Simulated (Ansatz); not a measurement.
Ir (fcc, Cu type)

```xyz
1
Lattice="0.0000 1.9151 1.9151 1.9151 0.0000 1.9151 1.9151 1.9151 0.0000" Properties=species:S:1:pos:R:3 pbc="T T T"
Ir     0.0000     0.0000     0.0000
```

The slice is a {110} plane (indices of the conventional cell) through the point (0.000, 0.000, 0.000) (fractional), spanned by u = [100] and v = [1 -1 -1] in vectors of this cell: u (2.71 Å) and v (3.83 Å, at 90° to u). It covers one period; positions are fractions (u, v).

The numbers are results of PBEsol (plane waves to 420 eV, PAW, scalar-relativistic; Ansatz, a first-principles code), not measurements. k mesh 21×21×21. Inside the PAW spheres the values are not all-electron values, and peaks at nuclei hang on which shells count as valence. Ir is run without spin polarisation. Ir was relaxed with its symmetry unable to fall. Spin-orbit coupling is left out, though Ir is heavy. The PAW data are Ansatz's earlier set.

Three fields on this plane, each scaled to ten steps between its own extremes (0 low, 9 high; the total valence density on a logarithmic scale, the potential cut 8 eV below its top; x marks points blanked near nuclei; v = 0 in the bottom row):

Map A
```
|xxxxxx131xxxxx|
|xxxxx02420xxxx|
|xxxxx04640xxxx|
|xxxx0367630xxx|
|xx00357775300x|
|12345677765432|
|66676666666766|
|88876554556788|
|99876543456789|
|99976533356799|
|99876543456789|
|88876554556788|
|66676666666766|
|12345677765432|
|xx00357775300x|
|xxxx0367630xxx|
|xxxxx04640xxxx|
|xxxxx02420xxxx|
|xxxxxx131xxxxx|
|xxxxxx030xxxxx|
```

Map B
```
|xxxxxx767xxxxx|
|xxxxx96569xxxx|
|xxxxx75557xxxx|
|xxxx8644468xxx|
|xx98654445689x|
|76655444445566|
|33344455544433|
|11234555554321|
|00124566654210|
|00124566654210|
|00124566654210|
|11234555554321|
|33344455544433|
|76655444445566|
|xx98654445689x|
|xxxx8644468xxx|
|xxxxx75557xxxx|
|xxxxx96569xxxx|
|xxxxxx767xxxxx|
|xxxxxx868xxxxx|
```

Map C
```
|xxxxxx797xxxxx|
|xxxxx56865xxxx|
|xxxxx46764xxxx|
|xxxx4567654xxx|
|xx75567776557x|
|55567777777655|
|34467777777644|
|12356788876532|
|00246899986420|
|00146899986410|
|00246899986420|
|12356788876532|
|34467777777644|
|55567777777655|
|xx75567776557x|
|xxxx4567654xxx|
|xxxxx46764xxxx|
|xxxxx56865xxxx|
|xxxxxx797xxxxx|
|xxxxxx797xxxxx|
```

Assign the maps to these fields: electron localisation function (ELF); valence electron density; electrostatic potential energy of an electron, from the cell's mean.

A is the electrostatic potential energy of an electron, from the cell's mean; B is the valence electron density; C is the electron localisation function (ELF).
